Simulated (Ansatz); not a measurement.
Simulated powder pattern, Cu Kα, λ = 1.54184 Å (kinematic, ideal powder, no thermal factors, no anomalous dispersion; the 30 strongest lines at most, above 1 %, up to 2θ = 90°):

```tsv
2θ (°)	I/Imax (%)
12.23	57
12.93	12
17.83	11
22.48	2.9
25.67	3.5
26.02	11
27.88	2.9
28.84	86
33.57	2.3
36.11	100
36.88	3.6
42.96	2.5
45.90	46
46.02	29
47.68	11
50.44	9.4
55.12	14
57.62	6.5
59.75	23
64.36	2.3
67.02	9.3
70.56	20
70.65	2.8
74.46	11
76.61	2.7
78.48	20
82.61	6.8
84.96	7.6
85.05	9.8
85.31	8.0
```

The pattern belongs to a structure relaxed with PBE in the plane-wave PAW code Ansatz.

### Question
Which of these materials gives this?
A. ZrSe, CsCl type
B. Sn5Se8, P-3m1 (Pearson symbol hP13)
C. SnMo2N, P6_3/mmc (Sn on 2d, Mo on 4f, N on 2a)
D. ZnSe, zinc blende

### Answer
B, Sn5Se8, P-3m1 (Pearson symbol hP13)

### Question
Give the lattice parameters.

### Answer
a = 7.909 Å, c = 7.238 Å.

The start of the workflow was typed in or built on a structure type; neither database checked (COD, Materials Project) lists it. Whether it is the stable phase at ambient conditions was not checked. Symmetry was held in the PBE relaxation; whether a distortion lowers the energy is not shown. Scalar-relativistic: spin–orbit coupling is off unless named, which matters more the heavier the elements.

Potentials: the earlier of the program's two PAW sets.
